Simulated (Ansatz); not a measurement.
Input:

AlRu:
```
AlRu
1.0
    2.98258     0.00000     0.00000
    0.00000     2.98258     0.00000
    0.00000     0.00000     2.98258
Al Ru
1 1
Cartesian
  1.49129   1.49129   1.49129
  0.00000   0.00000   0.00000
```

This is the r²SCAN-relaxed structure.

Task: All from the program Ansatz at the r²SCAN level (PAW), unless another level is named. Give the formation energy from the elements (no fitted shifts).

Result: -0.71 eV/atom.

Task: Give the density of states at the Fermi level.

Result: 0.78 states/eV per atom (mean over ±0.08 eV).

Space group Pm-3m (CsCl type). The r²SCAN relaxation kept the symmetry of its start. The run is not spin-polarised. The references are the lowest solids computed at this level, not always the standard phases. Spin–orbit coupling is left out wherever it is not named.

Potentials: the later of the program's two PAW sets.
